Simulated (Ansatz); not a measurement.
Ti₂CuSb₃ in space group P-4m2 (No. 115; Sb on 2g, Ti on 2g, Sb on 1b, Cu on 1a), plane-wave PAW PBE (Ansatz code), all energies at zero smearing, with the estimated change up to a 700 eV cutoff added, with one set of potentials and settings (totals compare only within such a set). Cell of 6 atoms (3 Sb, 2 Ti, 1 Cu): -31079.791 eV.

```tsv
element	reference phase	E (eV/atom)
Sb	R-3m, 2 atoms in the cell	-6484.4916
Ti	P6/mmm, 3 atoms in the cell	-2499.6739
Cu	Fm-3m, 1 atoms in the cell	-6625.1757
```

Formation energy per atom, worked out: (-31079.791 − 3×(-6484.4916) − 2×(-2499.6739) − 1×(-6625.1757))/6 = -0.299 eV/atom (-29 kJ per mol of atoms), at 0 K, without zero-point energy or fitted corrections.

The workflow started from an entry of the Crystallography Open Database (COD). Its standing as an ambient phase is unchecked. The cell was relaxed with PBE under the symmetry of its start; its stability against distortions is not shown here. The run is not spin-polarised. The references are the lowest solids computed at this level, not always the standard phases. Scalar-relativistic: spin–orbit coupling is off unless named, which matters more the heavier the elements.

Potentials: the later of the program's two PAW sets.
